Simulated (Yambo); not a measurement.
G0W0@PBEsol for Mg2ZnP2 (space group P3m1, No. 156) in Yambo. Reference settings: 3×3×2 Γ-centred k mesh, bands 13 to 176 and a 8 Ry block in the screening, 176 bands in G with the Bruneval-Gonze terminator, plasmon pole fitted at 27.2 eV. The PBEsol gap Γ → K on this mesh is 1.17 eV; G0W0 gaps are taken between the same points.

The settings were changed. The gap went from 1.90 eV to 1.87 eV, and the shift of the valence edge from -0.54 eV to -0.46 eV.

Task: Which change was made?
A. 1 Ry block
B. no terminator
C. 70 bands in W, 70 bands in G
D. no random integration

Result: B, no terminator. The others gave (gap, valence shift): 1 Ry block: 1.74, 0.12 eV; no random integration: 1.88, -0.36 eV; 70 bands in W, 70 bands in G: 1.86, -0.28 eV.

Geometry of the Materials Project entry, not relaxed at this level; primitive cell a = 4.014 Å, b = 4.014 Å, c = 6.544 Å, α = 90.00°, β = 90.00°, γ = 120.00°.

The structure is a Materials Project entry; no match was found in the copy of COD used, and its stability was not checked.

A shift is the quasiparticle energy of the state minus its PBEsol energy.
